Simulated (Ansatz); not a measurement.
## Energy against volume for NiSi2 (fluorite type, space group Fm-3m)

NiSi₂ (fluorite type, space group Fm-3m)

```
CELL_PARAMETERS angstrom
      0.00000     2.72203     2.72203
      2.72203     0.00000     2.72203
      2.72203     2.72203     0.00000
ATOMIC_POSITIONS crystal
  Ni 0.00000 0.00000 0.00000
  Si 0.25000 0.25000 0.25000
  Si 0.75000 0.75000 0.75000
```

This relaxed cell (volume V₀) is scaled evenly in all directions, its shape held. Symmetry pins the atoms to their sites.

All values below come from PBE (plane waves to 420 eV, PAW, scalar-relativistic; Ansatz, a program for electronic structure). k mesh 15×15×15 (Γ-centred), Fermi-Dirac smearing 0.05 eV. Energies are smeared free energies. Stress and pressure are positive under compression. NiSi2 is run without spin polarisation. NiSi2 was relaxed with its symmetry unable to fall. The PAW data are Ansatz's earlier set. The zero of ΔE is the relaxed starting cell.

| V (Å³/atom) | ΔE (meV/atom) | P (GPa) |
|---|---|---|
| 12.639 | 25 | 10.5 |
| 12.841 | 14 | 7.6 |
| 13.042 | 6 | 4.8 |
| 13.244 | 1 | 2.3 |
| 13.446 | 0 | 0.0 |
| 13.647 | 1 | -2.1 |
| 13.849 | 5 | -4.0 |
| 14.051 | 11 | -5.8 |
| 14.253 | 20 | -7.4 |

Derived quantities:

```
Property                                                   Value
-------------------------------------------------  -------------
Pressure at the smallest volume                         10.5 GPa
Energy cost of the largest compression               25 meV/atom
Energy cost of the largest expansion                 20 meV/atom
Bulk modulus B₀ (third-order Birch-Murnaghan fit)        146 GPa
Pressure derivative B₀′ (fit)                                5.0
Equilibrium volume of the fit                      13.45 Å³/atom
Pressure for 5 % compression (fit)                       8.5 GPa
```

(A scan under strain: stresses follow from slopes of the energy per volume, elastic moduli from its curvatures.)
